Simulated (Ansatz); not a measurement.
A plane-wave DFT run in Ansatz 0.2.0 (scalar-relativistic PAW potentials unless the input names others): input and command.

```yaml
crystal:
  lattice:
    - [3.8674029865, 0.0, 0.0]
    - [0.0, 3.8674029865, 0.0]
    - [0.0, 0.0, 3.8674029865]
  atoms:
    - { symbol: Fe, position: [0.0, 0.5, 0.5], spin: 3.15 }
    - { symbol: Fe, position: [0.5, 0.0, 0.5], spin: 3.15 }
    - { symbol: Fe, position: [0.5, 0.5, 0.0], spin: 3.15 }
    - { symbol: Br, position: [0.0, 0.0, 0.0], spin: 0.18 }
kpoints:
  mp_grid: { grid: [12, 12, 12] }
hamiltonian:
  xc: rpbe
scf:
  occupations: { method: gaussian, width: 0.1 }
output:
  forces: true
  eigenvalues: true
  stress: true
magnetization:
  spin_polarized: true
```

```bash
ansatz run input.yaml --threads 1 --pin off --max-ram 2560MiB --backend cpu --events-out ev --progress --plain --runs-dir out
```

Abridged log:
```
Basis set: ecut = 420 eV, 1141 PW (Γ), exchange–correlation on 54×54×54 points (8 copies of the dense FFT grid, shifted against one another)
Bands: 39, of which v1, the nominal top of the filled ones, is band 28 counted from 1 (27 counted from 0)
Symmetry: 48 space group operations
k-points: 84 of 1728
SCF iter   1: F=—  HF=-16241.383945 eV  |F-HF|=—  |Δ(HF+E_count)|=         —  Δρ=6.76e-2 (↑6.76e-2 ↓6.15e-2) dr2=1.24e1  dr2_m=2.46e-1  M=8.698 μB ∫|m|=8.765 μB  β_m=0.30  ethr=3.10e-3  ⟨swp⟩=6.6  Hψ=23925  notcnv=0
Mixer restart at iter 1: flushing history
spin=Collinear: Kerker preconditioning applied to the charge; magnetization (m = ρ↑ − ρ↓) channel mixes plain (no charge-response kernel on spin).
SCF iter   2: F=—  HF=-16242.564712 eV  |F-HF|=—  |Δ(HF+E_count)|=    1.18e0  Δρ=4.00e-2 (↑3.31e-2 ↓4.00e-2) dr2=6.08e0  dr2_m=1.08e-1  M=8.646 μB ∫|m|=8.746 μB  β_m=0.48  ethr=3.10e-3  ⟨swp⟩=3.4  Hψ=14164  notcnv=0  defer=383
SCF iter   3: F=—  HF=-16242.738001 eV  |F-HF|=—  |Δ(HF+E_count)|=   1.73e-1  Δρ=2.07e-2 (↑1.57e-2 ↓2.07e-2) dr2=1.95e0  dr2_m=1.59e-2  M=8.560 μB ∫|m|=8.732 μB  β_m=0.60  ethr=3.10e-3  ⟨swp⟩=3.0  Hψ=11755  notcnv=0  defer=383
SCF iter   4: F=—  HF=-16242.027049 eV  |F-HF|=—  |Δ(HF+E_count)|=   7.11e-1  Δρ=1.43e-2 (↑1.21e-2 ↓1.43e-2) dr2=2.32e-1  dr2_m=8.90e-3  M=8.604 μB ∫|m|=8.847 μB  β_m=0.80  ethr=3.10e-3  ⟨swp⟩=2.9  Hψ=12277  notcnv=0  defer=384
SCF iter   5: F=—  HF=-16242.393318 eV  |F-HF|=—  |Δ(HF+E_count)|=   3.66e-1  Δρ=4.72e-3 (↑2.67e-3 ↓4.72e-3) dr2=1.68e-2  dr2_m=4.09e-3  M=8.735 μB ∫|m|=8.955 μB  β_m=0.90  ethr=4.22e-4  ⟨swp⟩=2.0  Hψ=12041  notcnv=0  defer=379
SCF iter   6: F=—  HF=-16242.407273 eV  |F-HF|=—  |Δ(HF+E_count)|=   1.40e-2  Δρ=1.08e-3 (↑1.04e-3 ↓1.08e-3) dr2=2.12e-3  dr2_m=6.42e-5  M=8.759 μB ∫|m|=8.981 μB  β_m=0.95  ethr=3.05e-5  ⟨swp⟩=2.0  Hψ=9151  notcnv=0  defer=379
SCF iter   7: F=—  HF=-16242.407175 eV  |F-HF|=—  |Δ(HF+E_count)|=   9.75e-5  Δρ=4.15e-4 (↑1.95e-4 ↓4.15e-4) dr2=1.85e-4  dr2_m=1.69e-5  M=8.763 μB ∫|m|=8.984 μB  β_m=0.97  ethr=3.85e-6  ⟨swp⟩=2.1  Hψ=8876  notcnv=0  defer=379
SCF iter   8: F=—  HF=-16242.407183 eV  |F-HF|=—  |Δ(HF+E_count)|=   7.37e-6  Δρ=1.54e-4 (↑7.97e-5 ↓1.54e-4) dr2=1.60e-5  dr2_m=4.76e-6  M=8.763 μB ∫|m|=8.983 μB  β_m=0.99  ethr=3.36e-7  ⟨swp⟩=2.0  Hψ=8942  notcnv=0  defer=379
SCF iter   9: F=—  HF=-16242.407192 eV  |F-HF|=—  |Δ(HF+E_count)|=   9.17e-6  Δρ=3.56e-5 (↑3.56e-5 ↓2.04e-5) dr2=9.95e-7  dr2_m=5.42e-8  M=8.762 μB ∫|m|=8.982 μB  β_m=0.99  ethr=2.91e-8  ⟨swp⟩=2.0  Hψ=9045  notcnv=0  defer=379
SCF iter  10: F=—  HF=-16242.407192 eV  |F-HF|=—  |Δ(HF+E_count)|=   7.87e-8  Δρ=5.82e-6 (↑4.24e-6 ↓5.82e-6) dr2=1.88e-8  dr2_m=6.61e-9  M=8.762 μB ∫|m|=8.982 μB  β_m=1.00  ethr=1.81e-9  ⟨swp⟩=2.3  Hψ=9011  notcnv=0  defer=379
SCF iter  11: F=-16242.407192 eV  HF=-16242.407192 eV  |F-HF|=6.56e-8  |Δ(HF+E_count)|=   2.99e-8  Δρ=8.29e-6 (↑4.70e-6 ↓8.29e-6) dr2=7.10e-8  dr2_m=2.27e-9  M=8.762 μB ∫|m|=8.982 μB  ethr=3.41e-11  ⟨swp⟩=9.5  Hψ=29247  notcnv=0
SCF 1 converged in 11 iterations: F = -16242.407192 eV  dr2 = 7.10e-8
SCF converged after 11 iterations
Magnetization: 8.7625 μB (31.8812 up, 23.1188 down)
Absolute magnetization: 8.9817 μB (∫|ρ↑−ρ↓|, with the PAW one-centre terms)
Spin contamination: 0.1430 ħ² per cell (⟨S²⟩ above its minimum at these occupations)
Per-site moments (μB) at R_I (Å): [(2.88096317, 1.12805008), (2.88096317, 1.12805008), (2.88096317, 1.12805008), (0.14941301, 1.12805008)]
Free energy (F): -16242.407192 eV
Harris-Foulkes:  -16242.407192 eV  (|F-HF|=6.56e-8)
Internal energy: -16242.387515 eV  (E = F + TS)
E sigma→0 (E₀):  -16242.397353 eV
Entropy (-TS):   -0.019676 eV (-4.919 meV/atom)
Fermi energy:    15.312076 eV
--- Forces (eV/Å), atoms counted from 1 ---
  atom   1  Fe     0.00000000     0.00000000     0.00000000
  atom   2  Fe     0.00000000     0.00000000     0.00000000
  atom   3  Fe     0.00000000     0.00000000     0.00000000
  atom   4  Br     0.00000000     0.00000000     0.00000000
--- Stress (GPa, compression-positive) ---
        4.139846       0.000000       0.000000
        0.000000       4.139846       0.000000
        0.000000       0.000000       4.139846
  P = ⅓ Tr σ = 4.1398 GPa (41.398 kbar)
```

Apart from outputs, empty bands and the relaxation, which only the reference makes, the input differs from a reference run on usual settings in hamiltonian.xc: "pbe" → "rpbe"; basis.ecutwfc: 420 → not typed. The reference, at the same geometry, ended its own course with pressure -0.02 GPa, largest force 0.000 eV/Å, no gap on the mesh. This run converged in 11 SCF iterations with a total energy on another zero, pressure 4.14 GPa, largest force 0.000 eV/Å, no gap on the mesh.

Moments start parallel, and another magnetic order may lie lower. No Hubbard U is used, which oxides and halides of open 3d shells often need for their gap.

The run took 29 s on 1 thread of Arm Neoverse V2, with other jobs on the host, peak memory 0.57 GiB.